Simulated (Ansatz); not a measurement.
One crystal and one scan (energy against volume) at two levels, PBE-D3(BJ) (plane waves to 420 eV, PAW, scalar-relativistic; Ansatz, a quantum-chemistry and plane-wave program) and PBEsol-D3(BJ) (plane waves to 420 eV, PAW, scalar-relativistic; Ansatz), each from its own relaxed cell and on its own mesh.

The crystal is SnS (GeS type, space group Pnma); the cell is scaled evenly about its relaxed volume V₀.

E stands for the smeared free energy. SnS was relaxed with its symmetry unable to fall. With the shape held, the modulus is that of even scaling; a crystal free to change shape is softer. Both scans cover V/V₀ from 0.900 to 1.100.

| quantity | run 1 | run 2 |
|---|---|---|
| Lattice constant a (Å) | 10.91 | 11.15 |
| Lattice constant b (Å) | 3.953 | 4.000 |
| Lattice constant c (Å) | 4.112 | 4.261 |
| Relaxed volume (Å³/atom) | 22.17 | 23.77 |
| Band gap of the relaxed cell, no spin-orbit coupling (eV) | 0.30 | 0.70 |
| Pressure at the smallest volume (GPa) | 6.84 | 5.58 |
| Energy cost of the largest compression (meV/atom) | 43.1 | 36.9 |
| Energy cost of the largest expansion (meV/atom) | 28.1 | 21.3 |
| Bulk modulus at fixed cell shape B₀ (third-order Birch-Murnaghan fit) (GPa) | 49.8 | 37.4 |
| Pressure derivative B₀′ (fit) | 5.2 | 7.2 |
| Pressure for 5 % compression (fit) (GPa) | 2.9 | 2.3 |

Problem. Which run is which level?

Solution. Run 2 is PBE-D3(BJ), run 1 is PBEsol-D3(BJ). PBE-D3(BJ) gives the higher value for: lattice constant a; lattice constant b; lattice constant c; relaxed volume; band gap of the relaxed cell, no spin-orbit coupling; pressure derivative B₀′. PBE-D3(BJ) gives the lower value for: pressure at the smallest volume; energy cost of the largest compression; energy cost of the largest expansion; bulk modulus at fixed cell shape B₀; pressure for 5 % compression.

(Under strain, the slope of the energy per volume gives the stress and its curvature an elastic modulus.)
